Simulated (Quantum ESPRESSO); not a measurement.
Pd2Nb2CuRu3, input and log of a self-consistent run

Computed values, not a measurement. The program is pw.x of Quantum ESPRESSO 7.5 (plane-wave density functional theory). The cell is made up: eight metal atoms on a hexagonal close-packed lattice, with elements, volume, strain and displacements drawn at random and not relaxed, so it may be unstable or far from any real phase. PseudoDojo standard norm-conserving files set the functional (PBE unless stated); there is no spin polarisation or spin-orbit coupling, the Fermi-Dirac width of 0.25 eV means electrons at about 2900 K, and the masses in the input are unused placeholders. The copper pseudopotential is less sure than most, with forces differing by about three percent and pressure by about two GPa from a second method on plain copper. A spin test at this wide smearing found no moment, but such smearing suppresses magnetism that the real alloy may have.

Input:

```
&control calculation='scf', pseudo_dir='./dojo.nc.sr.pbe.v0_5.standard.upf', outdir='./o', disk_io='minimal', tprnfor=.true., tstress=.true. /
&system ibrav=0, nat=8, ntyp=4, nbnd=82, ecutwfc=92.02030273, nosym=.true., tot_charge=0,
 occupations='smearing', smearing='fd', degauss=0.0183746611
/
&electrons conv_thr=1.470e-08, electron_maxstep=70, mixing_beta=0.5 /
ATOMIC_SPECIES
Cu 1.0 Cu.upf
Nb 1.0 Nb.upf
Pd 1.0 Pd.upf
Ru 1.0 Ru.upf
CELL_PARAMETERS angstrom
2.7187 0.0024 0.0204
1.3232 -2.356 -4.5193
1.3316 6.9929 -4.4779
ATOMIC_POSITIONS angstrom
Pd -0.0178 0.0717 0.0425
Nb 1.2763 2.2453 -4.4331
Cu 1.2633 -0.7672 -2.1752
Ru 2.6336 1.6427 -6.8185
Pd 2.751 4.5511 -4.5948
Ru 2.7442 -0.0381 -4.5984
Ru 2.6528 1.6378 -2.1144
Nb 4.1691 3.9558 -6.8554
K_POINTS automatic
9 5 3 1 1 1
```

The log is shortened where brackets say so; the opening notice, blank lines, dates and the lines on written files are dropped, and the path of the files is cut. It prints rydbergs, bohrs and kilobars, and counts compression as positive stress. Its total energy is the free energy E - TS of the whole cell.

```
     Program PWSCF v.7.5
     Parallel version (MPI & OpenMP), running on       4 processor cores
     Number of MPI processes:                 4
     Threads/MPI process:                     1
     [start-up lines left out]
     bravais-lattice index     =            0
     lattice parameter (alat)  =       5.1377  a.u.
     unit-cell volume          =     775.0715 (a.u.)^3
     number of atoms/cell      =            8
     number of atomic types    =            4
     number of electrons       =       129.00
     number of Kohn-Sham states=           82
     kinetic-energy cutoff     =      92.0203  Ry
     charge density cutoff     =     368.0812  Ry
     scf convergence threshold =      1.5E-08
     mixing beta               =       0.5000
     number of iterations used =            8  plain     mixing
     Exchange-correlation= PBE
                           (   1   4   3   4   0   0   0)
     [axes and pseudopotential details left out]
   Cartesian axes
     site n.     atom                  positions (alat units)
         1        Pd     tau(   1) = (  -0.0065471   0.0263721   0.0156320  )
         2        Nb     tau(   2) = (   0.4694389   0.8258491  -1.6305490  )
         3        Cu     tau(   3) = (   0.4646574  -0.2821856  -0.8000654  )
         4        Ru     tau(   4) = (   0.9686706   0.6042054  -2.5079286  )
         5        Pd     tau(   5) = (   1.0118518   1.6739508  -1.6900242  )
         6        Ru     tau(   6) = (   1.0093507  -0.0140137  -1.6913484  )
         7        Ru     tau(   7) = (   0.9757326   0.6024031  -0.7777025  )
         8        Nb     tau(   8) = (   1.5334465   1.4549921  -2.5215008  )
     number of k points=    68  Fermi-Dirac smearing, width (Ry)=  0.0184
                       cart. coord. in units 2pi/alat
        k(    1) = (   0.0559449   0.0195763  -0.0539847), wk =   0.0296296
        k(    2) = (   0.0553576  -0.1747461   0.0471474), wk =   0.0296296
     [further k points left out]
     Dense  grid:    92517 G-vectors     FFT dimensions: (  32,  64, 100)
     Estimated max dynamical RAM per process >     412.00 MB
     Estimated total dynamical RAM >       1.54 GB
     Initial potential from superposition of free atoms
     starting charge     128.9924, renormalised to     129.0000
     Starting wfcs are   78 randomized atomic wfcs +    4 random wfcs
     total cpu time spent up to now is        6.6 secs
     per-process dynamical memory:   335.3 Mb
     Self-consistent Calculation
     iteration #  1     ecut=    92.02 Ry     beta= 0.50
     Davidson diagonalization with overlap
     ethr =  1.00E-02,  avg # of iterations =  3.0
     total cpu time spent up to now is       26.3 secs
     total energy              =   -1766.90771318 Ry
     estimated scf accuracy    <      15.28811556 Ry
     iteration #  2     ecut=    92.02 Ry     beta= 0.50
     Davidson diagonalization with overlap
     ethr =  1.00E-02,  avg # of iterations =  4.4
     total cpu time spent up to now is       52.3 secs
     total energy              =   -1757.80099951 Ry
     estimated scf accuracy    <     301.58752758 Ry
     iteration #  3     ecut=    92.02 Ry     beta= 0.50
     Davidson diagonalization with overlap
     ethr =  1.00E-02,  avg # of iterations =  4.8
     total cpu time spent up to now is       77.6 secs
     total energy              =   -1774.93963281 Ry
     estimated scf accuracy    <      24.25251168 Ry
     iteration #  4     ecut=    92.02 Ry     beta= 0.50
     Davidson diagonalization with overlap
     ethr =  1.00E-02,  avg # of iterations =  2.2
     total cpu time spent up to now is       95.3 secs
     total energy              =   -1775.65637982 Ry
     estimated scf accuracy    <      28.24345586 Ry
     iteration #  5     ecut=    92.02 Ry     beta= 0.50
     Davidson diagonalization with overlap
     ethr =  1.00E-02,  avg # of iterations =  1.0
     total cpu time spent up to now is      111.1 secs
     total energy              =   -1776.80608344 Ry
     estimated scf accuracy    <       3.06634691 Ry
     [iterations 6 to 17 left out]
     iteration # 18     ecut=    92.02 Ry     beta= 0.50
     Davidson diagonalization with overlap
     ethr =  1.76E-10,  avg # of iterations =  2.0
     total cpu time spent up to now is      332.4 secs
     total energy              =   -1776.82367032 Ry
     estimated scf accuracy    <       0.00000289 Ry
     iteration # 19     ecut=    92.02 Ry     beta= 0.50
     Davidson diagonalization with overlap
     ethr =  1.76E-10,  avg # of iterations =  2.0
     total cpu time spent up to now is      350.4 secs
     total energy              =   -1776.82367050 Ry
     estimated scf accuracy    <       0.00000019 Ry
     iteration # 20     ecut=    92.02 Ry     beta= 0.50
     Davidson diagonalization with overlap
     ethr =  1.45E-10,  avg # of iterations =  1.0
     total cpu time spent up to now is      366.2 secs
     total energy              =   -1776.82367051 Ry
     estimated scf accuracy    <       0.00000007 Ry
     iteration # 21     ecut=    92.02 Ry     beta= 0.50
     Davidson diagonalization with overlap
     ethr =  5.65E-11,  avg # of iterations =  1.0
     total cpu time spent up to now is      381.9 secs
     total energy              =   -1776.82367052 Ry
     estimated scf accuracy    <       0.00000002 Ry
     iteration # 22     ecut=    92.02 Ry     beta= 0.50
     Davidson diagonalization with overlap
     ethr =  1.74E-11,  avg # of iterations =  1.0
     total cpu time spent up to now is      397.5 secs
     End of self-consistent calculation
     [lines on levels left out]
!    total energy              =   -1776.82367052 Ry
     estimated scf accuracy    <          3.8E-09 Ry
     smearing contrib. (-TS)   =      -0.11047045 Ry
     internal energy E=F+TS    =   -1776.71320006 Ry
     The total energy is F=E-TS. E is the sum of the following terms:
     one-electron contribution =    -547.46294933 Ry
     hartree contribution      =     363.97870955 Ry
     xc contribution           =    -286.39389524 Ry
     ewald contribution        =   -1306.83506505 Ry
     convergence has been achieved in  22 iterations
     Forces acting on atoms (cartesian axes, Ry/au):
     atom    1 type  3   force =     0.02429553   -0.03231333   -0.03417415
     atom    2 type  2   force =     0.00636883   -0.01707477    0.02178052
     atom    3 type  1   force =     0.01621044    0.04933699   -0.02054995
     atom    4 type  4   force =     0.00451066   -0.05284385    0.03794492
     atom    5 type  3   force =    -0.01399141    0.05624211    0.00916852
     atom    6 type  4   force =    -0.03226951    0.03187667    0.02139489
     atom    7 type  4   force =     0.02512279   -0.01213257   -0.04662366
     atom    8 type  2   force =    -0.03024734   -0.02309125    0.01105892
     Total force =     0.146497     Total SCF correction =     0.000566
     Computing stress (Cartesian axis) and pressure
          total   stress  (Ry/bohr**3)                   (kbar)     P=      158.29
   0.00122248  -0.00003040  -0.00015610          179.83       -4.47      -22.96
  -0.00003040   0.00123361  -0.00007062           -4.47      181.47      -10.39
  -0.00015610  -0.00007062   0.00077209          -22.96      -10.39      113.58
     init_run     :      6.17s CPU      6.45s WALL (       1 calls)
     electrons    :    382.93s CPU    390.93s WALL (       1 calls)
     forces       :      2.11s CPU      2.11s WALL (       1 calls)
     stress       :      6.96s CPU      6.96s WALL (       1 calls)
     [timing details left out]
     PWSCF        :   6m38.34s CPU   6m46.64s WALL
     JOB DONE.
```

In other units: free energy -24174.918 eV for the cell, pressure 15.83 GPa, largest force component 1.446 eV/Å in size. The run took 408 s of wall time with four MPI processes on a shared machine (Intel Xeon, 2023 or later, virtual cores), so the time is rough. A rerun of this cell at a higher cutoff and on a denser mesh moved values by no more than 0.003 eV in energy, 0.14 GPa in stress and 0.010 eV/Å in force, and a second program with other atomic files agreed on that cell to 2 % rms in force and 0.5 GPa in pressure.